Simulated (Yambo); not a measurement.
Yambo run on Mg2VN3 (space group Cmc2_1, No. 36). The wavefunctions are PBEsol (pw.x of Quantum ESPRESSO, ONCV potentials, no spin-orbit coupling) ones on a 2×2×2 mesh (48 occupied bands); a = b = 5.7247 Å, c = 5.0431 Å, α = β = 90.00°, γ = 60.87°.

Yambo input:

```
rim_cut
gw0
dyson
el_el_corr
HF_and_locXC
cohsex
em1s
RandQpts= 1000000
RandGvec= 1 Ry
EXXRLvcs= 84 Ry
VXCRLvcs= 336 Ry
Chimod= "HARTREE"
% BndsRnXs
 17 | 288 |
%
NGsBlkXs= 8 Ry
% LongDrXs
 1.0 | 1.0 | 1.0 |
%
ExtendOut
% QPkrange
 2 | 2 | 48 | 48 |
 5 | 5 | 48 | 49 |
%
```

k points by index: 2 = (0, 0, -0.5), 5 = (-0.5, -0.5, 0).

Resulting energies as the program prints them:

```
#    K-point    Band    Eo [eV]    E [eV]    E-Eo [eV]    Vxc [eV]    Vnlxc [eV]    Sc|Eo [eV]    Re(Z)    Im(Z)
#
    2    48    0.000000    -2.440222    -2.440222    -16.71949    -19.84115    0.681442    1.000000    0.000000
    5    48    -0.304192    -2.849834    -2.545642    -16.29677    -19.75636    0.913943    1.000000    0.000000
    5    49    1.883596    1.560057    -0.323538    -20.50718    -13.87157    -6.959150    1.000000    0.000000
```
(The two width columns are left out.) Convergence of these settings isn't established.

Geometry of the Materials Project entry, not relaxed at this level.

The structure is a Materials Project entry; no match was found in the copy of COD used, and its stability was not checked.

The runs are not spin-polarised; magnetic order was not tried.
